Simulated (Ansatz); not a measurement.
## HfZn: a vibration from a frozen displacement

These are results of Ansatz, DFT LDA, scalar-relativistic, plane waves, PAW, not measurements. The runs took a 420 eV cutoff, a Γ-centred 14×14×14 mesh and Gaussian smearing (0.15 eV). Spin–orbit coupling is left out, which matters for the heavy elements here. No spin polarisation. Energies are free energies at this smearing, counted from the undisturbed cell; pressure is positive in compression.

Zero of the scan (as given, not relaxed at this level; it stands at -6.3 GPa, and it needn't be the usual structure):

```yaml
crystal:
  lattice:
    - [3.27510, 0.00000, 0.00000]
    - [0.00000, 3.27510, 0.00000]
    - [0.00000, 0.00000, 3.27510]
  atoms:
    - { symbol: Hf, position: [0.50000, 0.50000, 0.50000] }
    - { symbol: Zn, position: [0.00000, 0.00000, 0.00000] }
```

Every Hf atom is moved by x along the Cartesian unit vector (-1.000, 0.000, 0.000); the cell and all other atoms stay fixed. The cell's volume is 35.13 Å³; the moved atoms weigh 178.490 u together and the others 65.380 u.

| x (Å) | ΔE (meV/cell) | total force on the moved atoms along the move (eV/Å) | pressure (GPa) |
| --- | --- | --- | --- |
| -0.2000 | 84.75 | 0.8630 | -4.8773 |
| -0.1000 | 20.88 | 0.4198 | -5.9242 |
| 0.0000 | 0.00 | 0.0000 | -6.2720 |
| 0.0500 | 5.20 | -0.2083 | -6.1851 |
| 0.1500 | 47.28 | -0.6373 | -5.4887 |

**Question.** What frequency belongs to this motion?

**Answer.** The force constant is k = −dF/dx = 4.177 eV/Å², from the parabola through x = -0.1000, 0 and 0.0500. In every cell the moved atoms swing against the rest, so the mass is μ = m₁m₂/(m₁ + m₂) = 47.852 u, and ν̃ = 521.5 cm⁻¹ × √(|k|/μ) = 154 cm⁻¹, at this cell's pressure of -6.3 GPa. To first order in x, and within 1 %, the force on every atom lies along the move and, within each of the two groups, in proportion to the atom's mass, so this is itself a mode at the zone centre of this cell.

**Question.** How far does the harmonic law reach?

**Answer.** At x = -0.200 Å, kx²/2 = 83.53 meV against the computed 84.75 meV (+1.5 %): the well is still close to harmonic there.

In a metal these slopes depend on the k mesh and the smearing.